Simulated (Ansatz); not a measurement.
**K3Ir2O6 — 193Ir nuclear quadrupole resonance**

Cell: a diffraction structure from the COD whose atoms were relaxed with PBE, the cell held.

Space group R-3:H (No. 148); a = 10.8202, c = 10.5416 Å, γ = 120.00°.

```csv
site,Wyckoff,site symmetry,x,y,z
K,18f,1,0.7023,0.6416,0.5141
Ir7,3a,-3.,0.0000,0.0000,0.0000
Ir8,3b,-3.,0.0000,0.0000,0.5000
Ir9,6c,3.,0.0000,0.0000,0.2568
O11,18f,1,0.8127,0.4593,0.4619
O17,18f,1,0.0287,0.1554,0.3787
```

One atom of each set is listed; the run and its k-mesh use a cell of 22 atoms with edges of 7.17, 7.17, 7.17 Å.

Method: Kohn–Sham DFT in Ansatz, r2SCAN, plane waves and PAW, scalar-relativistic, 500 eV cutoff, Γ-centred 5×5×5 k-points, Fermi–Dirac smearing 0.05 eV.

193Ir: I = 3/2, Q = 751.0 mb (year-2017 value). Static lattice, zero field.

Q: Predict the zero-field 193Ir lines of each site.

A: For I = 3/2 there is one line, ν = (|C_Q|/2)(1 + η²/3)^½.

```csv
site,atoms,V_zz (10²¹ V/m²),C_Q (MHz),η,line frequencies (MHz)
Ir7,1,-23.6,-429,0.00,214.6
Ir8,1,25.3,460,0.00,229.9
Ir9,2,3.67,66.7,0.00,33.3
```

Q: And for ¹⁹¹Ir (I = 3/2, Q = 816.0 mb) on Ir8?

A: C_Q scales with Q to 500 MHz, with lines at 249.8 MHz.

An axis of threefold or higher order runs through Ir7, Ir8 and Ir9, so V_zz lies along it and η is zero.

The largest force is 0.4 eV/Å, so the atoms aren't at the calculated equilibrium and relaxing them would move these values. Spin–orbit coupling is left out, which shifts gradients on Ir by a few per cent in wide-gap crystals, and can shift them far more where the calculated gap is small or absent, as here. With a gap of 0.10 eV under a smearing of 0.05 eV the band edges are partly filled, so small gradients can hang on the smearing and the k-mesh.
